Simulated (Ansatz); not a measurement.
Calculation for fcc Cu (110), 6 layers: DFT, PBE, all-electron PAW with datasets made for the crystal, scalar-relativistic (Ansatz 0.2.0).

The slab is cut from a bulk crystal relaxed on PAW files (its atoms may have been relaxed since).

Command: `ansatz run input.yaml --threads 2 --pin off --max-ram 4096MiB --backend cpu --events-out ev --progress --plain --runs-dir out` It took 57 s on 2 threads of Intel(R) Xeon(R) Platinum 8488C (Sapphire Rapids) (shared host), peak memory 1.7 GiB.

```yaml
crystal:
  lattice:
    - [2.5664536728, 0.0, 0.0]
    - [0.0, 3.6295135912, 0.0]
    - [0.0, 0.0, 22.4161]
  atoms:
    - { symbol: Cu, position: [0.25, 0.25, 0.3608837746] }
    - { symbol: Cu, position: [0.75, 0.75, 0.4120843518] }
    - { symbol: Cu, position: [0.25, 0.25, 0.4721859511] }
    - { symbol: Cu, position: [0.75, 0.75, 0.5278140398] }
    - { symbol: Cu, position: [0.25, 0.25, 0.5879156491] }
    - { symbol: Cu, position: [0.75, 0.75, 0.6391162336] }
kpoints:
  mp_grid: { grid: [16, 11, 1] }
scf:
  occupations: { method: fermi_dirac, width: 0.05 }
hamiltonian:
  xc: pbe
  pseudopotentials: { kind: all_electron, datasets: crystal }
output:
  forces: true
  stress: true
  eigenvalues: true
efield:
  axis: 3
  amplitude: 0
  dipole_correction: true
```

Output:

```
hamiltonian.pseudopotentials.datasets: crystal makes datasets for this crystal and solves the spheres of its atoms anew in each pass: cutoff 320.0 eV, the density's 1280.0 eV; for an error of 0.50 meV an atom under PBE, 3.0 meV for the cell; an energy difference from a run of another recipe may be off by several times the error for the cell, under r2SCAN by more, where some 0.1 meV an atom stays at smaller errors; Cu in spheres of 1.244 Å, 11 of its electrons in bands
band count auto-derived: 43 (N_el = 66.0; filled up to band 33; 40 by the electrons, moments and atoms)
Engine: ansatz 0.2.0
Pseudopotentials: kind: all_electron
Pseudopotential: Cu, paw, valence charge 11, recommended cutoff 320 eV (normal), crystal/all_electron/pbe/scalar/gaussian/Cu, Koelling and Harmon's equation, gaussian nucleus
Functional definition: PBE
  parameter kappa = 0.804
  parameter beta = 0.06672455060314922
  exchange = pbe_x(kappa = kappa, mu = beta*pi^2/3)
  correlation = pbe_c(beta = beta)
Crystal: 6 atoms, lattice volume = 208.805 Å³
Basis set: ecut = 320 eV, 2745 PW (Γ), exchange–correlation on 30×48×270 points (8 copies of the dense FFT grid, shifted against one another)
Bands: 43, of which v1, the nominal top of the filled ones, is band 33 counted from 1 (32 counted from 0)
Symmetry: 4 space group operations
k-points: 54 of 176
Non-local potential: Cu, projectors of the file, l = 0: 1, l = 1: 1, l = 2: 2
PAW form: soft (Blöchl's): semilocal exchange-correlation on the pseudo side does not see the compensation charge
PAW one-centre angular grid: Cu, 590 points (default); XC on its mesh's 1893 points in the sphere
Initial density: superposition of atomic densities (neutral atoms: chi_scale 0, normalization atom)
Initial wavefunctions: pseudopotential atomic-orbital guess
Functional: x = pbe(κ = 0.804, μ = 0.2195149727645171), c = pbe(β = 0.06672455060314922)
iter 1 solved again at ethr=2.84e-2 eV; its pass at ethr=1.00e-1 eV (dr2=1.87e1 eV) is discarded
SCF iter   1: F=—  HF=-270208.596420 eV  |F-HF|=—  |Δ(HF+E_count)|=         —  Δρ=1.06e-1  dr2=1.87e1  ethr=2.84e-2  p=0.000 e·Å  D=1.41e-12 V/Å  ΔV_dip=-0.00 eV  dr2_dipole=9.93e-12  V_vac-E_F(+/−)=4.47/4.47 eV  ⟨swp⟩=2.8  Hψ=12755  notcnv=0
efield: sawtooth ramp at fractional position 0.9500 (placed from the atoms, in the widest stretch of the axis that holds none; the zero of the levels goes with the place), width 0.1000; the density the first Hamiltonian is built on has a dipole p = 0.000 e·Å; the dipole correction subtracts the counter field D = 1.41e-12 V/Å, which shifts the + side's vacuum level by -0.00 eV against the − side's; the planar-averaged density in the ramp window peaks in size at 1.6e-6 e/Å³
preconditioner: auto → LDOS  [metal: Δε(μ)=0.006 eV  Ē_g=6.817 eV  σ=0.050 eV  W_gap=0.03  n_scr=38 (ndim 8)  ℏωp=20.9 eV  f_vac=0.583  D(μ)=2.78/eV (n_scr^D=10)  β→1.0]
SCF iter   2: F=—  HF=-270215.568158 eV  |F-HF|=—  |Δ(HF+E_count)|=    6.97e0  Δρ=1.23e-1  dr2=2.36e1  ethr=2.84e-2  p=0.000 e·Å  D=2.59e-6 V/Å  ΔV_dip=-0.00 eV  dr2_dipole=6.19e-9  V_vac-E_F(+/−)=3.86/3.86 eV  ⟨swp⟩=5.1  Hψ=7211  notcnv=0  defer=19
iter 3 solved again at ethr=2.61e-3 eV; its pass at ethr=2.84e-2 eV (dr2=1.72e0 eV) is discarded
SCF iter   3: F=—  HF=-270204.527438 eV  |F-HF|=—  |Δ(HF+E_count)|=    1.10e1  Δρ=3.37e-2  dr2=1.70e0  ethr=2.61e-3  p=-0.000 e·Å  D=-4.62e-6 V/Å  ΔV_dip=0.00 eV  dr2_dipole=2.41e-9  V_vac-E_F(+/−)=4.35/4.35 eV  ⟨swp⟩=3.9  Hψ=10310  notcnv=0  defer=31
SCF iter   4: F=—  HF=-270203.947941 eV  |F-HF|=—  |Δ(HF+E_count)|=   5.79e-1  Δρ=8.26e-3  dr2=1.30e-1  ethr=2.57e-3  p=-0.000 e·Å  D=-2.29e-6 V/Å  ΔV_dip=0.00 eV  dr2_dipole=1.45e-9  V_vac-E_F(+/−)=4.32/4.32 eV  ⟨swp⟩=4.3  Hψ=6544  notcnv=0  defer=9
SCF iter   5: F=—  HF=-270203.914850 eV  |F-HF|=—  |Δ(HF+E_count)|=   3.31e-2  Δρ=2.67e-3  dr2=2.32e-2  ethr=1.97e-4  p=-0.000 e·Å  D=-2.16e-6 V/Å  ΔV_dip=0.00 eV  dr2_dipole=1.47e-11  V_vac-E_F(+/−)=4.38/4.38 eV  ⟨swp⟩=3.5  Hψ=5792  notcnv=0  defer=9
SCF iter   6: F=—  HF=-270203.917267 eV  |F-HF|=—  |Δ(HF+E_count)|=   2.42e-3  Δρ=1.01e-3  dr2=2.93e-3  ethr=3.51e-5  p=-0.000 e·Å  D=-8.17e-7 V/Å  ΔV_dip=0.00 eV  dr2_dipole=1.57e-11  V_vac-E_F(+/−)=4.42/4.42 eV  ⟨swp⟩=3.6  Hψ=4591  notcnv=0  defer=10
SCF iter   7: F=—  HF=-270203.917464 eV  |F-HF|=—  |Δ(HF+E_count)|=   1.96e-4  Δρ=3.66e-4  dr2=4.83e-4  ethr=4.44e-6  p=-0.000 e·Å  D=-1.24e-7 V/Å  ΔV_dip=0.00 eV  dr2_dipole=1.50e-13  V_vac-E_F(+/−)=4.43/4.43 eV  ⟨swp⟩=2.9  Hψ=5106  notcnv=0  defer=12
SCF iter   8: F=—  HF=-270203.917538 eV  |F-HF|=—  |Δ(HF+E_count)|=   7.40e-5  Δρ=6.93e-5  dr2=9.69e-6  ethr=7.31e-7  p=-0.000 e·Å  D=-4.63e-7 V/Å  ΔV_dip=0.00 eV  dr2_dipole=4.09e-11  V_vac-E_F(+/−)=4.44/4.44 eV  ⟨swp⟩=3.2  Hψ=4499  notcnv=0  defer=23
SCF iter   9: F=—  HF=-270203.917536 eV  |F-HF|=—  |Δ(HF+E_count)|=   1.68e-6  Δρ=4.54e-5  dr2=5.56e-6  ethr=1.47e-8  p=0.000 e·Å  D=5.54e-7 V/Å  ΔV_dip=-0.00 eV  dr2_dipole=1.49e-10  V_vac-E_F(+/−)=4.44/4.44 eV  ⟨swp⟩=3.2  Hψ=5943  notcnv=0  defer=2
SCF iter  10: F=—  HF=-270203.917535 eV  |F-HF|=—  |Δ(HF+E_count)|=   7.70e-7  Δρ=1.83e-5  dr2=1.20e-6  ethr=8.42e-9  p=-0.000 e·Å  D=-2.55e-7 V/Å  ΔV_dip=0.00 eV  dr2_dipole=3.17e-11  V_vac-E_F(+/−)=4.44/4.44 eV  ⟨swp⟩=2.5  Hψ=4178  notcnv=0
SCF iter  11: F=-270203.917535 eV  HF=-270203.917535 eV  |F-HF|=9.34e-8  |Δ(HF+E_count)|=   1.59e-7  Δρ=5.64e-6  dr2=8.46e-8  ethr=1.82e-9  p=-0.000 e·Å  D=-3.44e-8 V/Å  ΔV_dip=0.00 eV  dr2_dipole=1.85e-11  V_vac-E_F(+/−)=4.44/4.44 eV  ⟨swp⟩=2.6  Hψ=4170  notcnv=0
SCF 1 converged in 11 iterations: F = -270203.917539 eV  dr2 = 8.46e-8
  Residual-converged pass: ⟨swp⟩=4.0  Hψ=6441  notcnv=0  reapply=1  max |occ|·‖R‖ = 6.6e-6 eV (tolerance 6.7e-6 eV)  dr2=8.28e-8  dr2_onsite=8.37e-8  max |Δocc| = 5.1e-10
  greatest PAW one-centre occupation: 0.934 electrons in one spin orbital (limit 2), on the Cu atom at site 0 (counted from 0), in its partial waves of l = 2
SCF converged after 11 iterations
Free energy (F): -270203.917539 eV
Harris-Foulkes:  -270203.917539 eV  (|F-HF|=9.34e-8)
Internal energy: -270203.894750 eV  (E = F + TS)
E sigma→0 (E₀):  -270203.906144 eV
Entropy (-TS):   -0.022789 eV (-3.798 meV/atom)
Past the cutoff: the bands carry plane waves up to 1.75 times it, of which those up to 1.5 times it add -0.000395 eV an atom, each by itself; the spheres take 0.000252 eV an atom off the energy for waves past 1.75 times it
By the cutoff:   a pressure is off by up to 0.005 GPa (1.2 times the spheres' own share and the shells' term, over an atom's volume, and 0.004 GPa: a bound that held against runs at twice the plane waves)
Past the cutoffs: a stress includes 0.0001 GPa for waves and charges beyond them, in addition to the slope of what the spheres take
In the spheres:  the bands' charges fall short by 1.9e-6 e at most (sound up to 1e-3)
Fermi energy:    2.731086 eV
Dipole field:    D = 0.000005 V/Å  (p = 0.000006 e·Å, saw-weighted, corrected)
Work function:   Φ+ = 4.4419 eV   Φ− = 4.4420 eV
Levels:          The Fermi level and band energies are counted from a zero that moves with the ramp; work functions are not
--- Per-component energies (eV) ---
  E_band       = -1.911757
  E_kinetic    = 567.545931
  E_local      = -72740.721521  (includes V_loc(G=0)·N_el)
  E_nonlocal   = 276.010416
  E_hartree    = 36059.895110
  E_xc         = -213.094748
  E_vxc        = -237.907789  (∫ρ·V_xc dr)
  E_paw        = -277090.848632  (= ΣΔE_a)
  E_vpaw       = -14383.358035  (= ΣTr[D̂ρ^β])
  E_efield     = 0.000000  (sawtooth field / dipole correction)
  E_vefield    = 0.000000  (∫n·V_field dr)
  E_ewald      = 28540.567221
  E_smearing   = -0.022789  (= −TS)
  E_closure    = 14396.751473  (closes the sum)
  Σ components = -270203.917539   (vs F -270203.917539, Δ=0.00e0)
  The terms above E_closure are by the made datasets' own strengths, without shells solved beside the bands.
--- Forces (eV/Å), atoms counted from 1 ---
  atom   1  Cu     0.00000000     0.00000000    -0.00059545
  atom   2  Cu     0.00000000     0.00000000     0.00216919
  atom   3  Cu     0.00000000     0.00000000     0.00165624
  atom   4  Cu     0.00000000     0.00000000    -0.00166362
  atom   5  Cu     0.00000000     0.00000000    -0.00217762
  atom   6  Cu     0.00000000     0.00000000     0.00057917
  max |Σ_I F_I| component: 3.21e-5 eV/Å
--- Stress (GPa, compression-positive) ---
       -1.191990       0.000000       0.000000
        0.000000      -1.028860       0.000000
        0.000000       0.000000      -0.004486
  P = ⅓ Tr σ = -0.7418 GPa (-7.418 kbar)
--- Band table (eV; the first three rows and the last of 54) ---
  k-point 0: bands = ["-6.0264", "-4.5629", "-2.5741", "-1.8071", "-1.4420", "-1.3109", "-1.0101", "-0.8025", "-0.5663", "-0.5243", "-0.5181", "-0.2111", "-0.1485", "-0.0984", "-0.0228", "0.0809", "0.1686", "0.1916", "0.3928", "0.3961", "0.4991", "0.5068", "0.6152", "0.6654", "0.7504", "0.8069", "1.0038", "1.0667", "1.1220", "1.1932", "1.2719", "1.3636", "1.4122", "2.2817", "4.4667", "5.1347", "6.4876", "7.0203", "7.2203"]
  k-point 1: bands = ["-5.9288", "-4.4757", "-2.5318", "-1.8040", "-1.4313", "-1.3240", "-1.0934", "-0.7919", "-0.5299", "-0.5148", "-0.4340", "-0.1761", "-0.1174", "-0.0847", "-0.0257", "0.1029", "0.1246", "0.1791", "0.2799", "0.4266", "0.4629", "0.5970", "0.6225", "0.6438", "0.7334", "0.8200", "0.9865", "1.0914", "1.1104", "1.1889", "1.2806", "1.3677", "1.3941", "2.3196", "4.4966", "4.5157", "6.4071", "6.5482", "7.1126"]
  k-point 2: bands = ["-5.6388", "-4.2196", "-2.4207", "-1.8183", "-1.4431", "-1.3730", "-1.1921", "-0.7475", "-0.4707", "-0.3786", "-0.3575", "-0.2552", "-0.0485", "-0.0142", "0.0490", "0.0935", "0.1514", "0.1671", "0.1868", "0.3597", "0.4060", "0.5816", "0.6413", "0.6619", "0.8019", "0.8343", "0.9472", "1.0119", "1.1839", "1.1882", "1.2972", "1.3512", "1.3698", "2.4385", "3.2802", "4.5802", "5.0549", "6.4984", "7.3815"]
  k-point 53: bands = ["-1.9370", "-1.9370", "-1.2485", "-1.2485", "-1.1232", "-1.1232", "-0.5988", "-0.5988", "-0.5570", "-0.5570", "-0.3962", "-0.3962", "-0.2013", "-0.2013", "-0.0334", "-0.0334", "0.1446", "0.1446", "0.4495", "0.4495", "0.7654", "0.7654", "0.9255", "0.9255", "1.1938", "1.1938", "1.2676", "1.2676", "1.3871", "1.3872", "2.8143", "2.8144", "4.7653", "4.7653", "6.7153", "6.7153", "7.1087", "7.1087", "7.5834"]
```
